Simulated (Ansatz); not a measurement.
Relaxed-ion elastic tensor of Li (bcc (W type), Im-3m) in GPa (Voigt order), DFT-r²SCAN+D4 in the program Ansatz with PAW potentials; density 0.55 g/cm³, 20.94 Å³ per atom.

```
14.1  12.6  12.6   0.0   0.0   0.0
12.6  14.1  12.6   0.0   0.0   0.0
12.6  12.6  14.1   0.0   0.0   0.0
 0.0   0.0   0.0  11.1   0.0   0.0
 0.0   0.0   0.0   0.0  11.1   0.0
 0.0   0.0   0.0   0.0   0.0  11.1
```

Task: Is the crystal mechanically stable?

Result: Yes: the smallest eigenvalue of C is 1.5 GPa.

Task: Work out the Voigt and Reuss bounds. Is their mean of use?

Result: K_V = 13.1, K_R = 13.1; G_V = 6.9, G_R = 1.7 GPa. The bounds lie so far apart that a Hill average or a Debye temperature from it would say little.

The r²SCAN+D4 relaxation kept the symmetry of its start. The pairwise dispersion correction was not fitted to metals. As this level gives no gap, shear constants depend on the k-mesh and smearing (Fermi–Dirac, 0.1 eV here).

Potentials: the later of the program's two PAW sets.
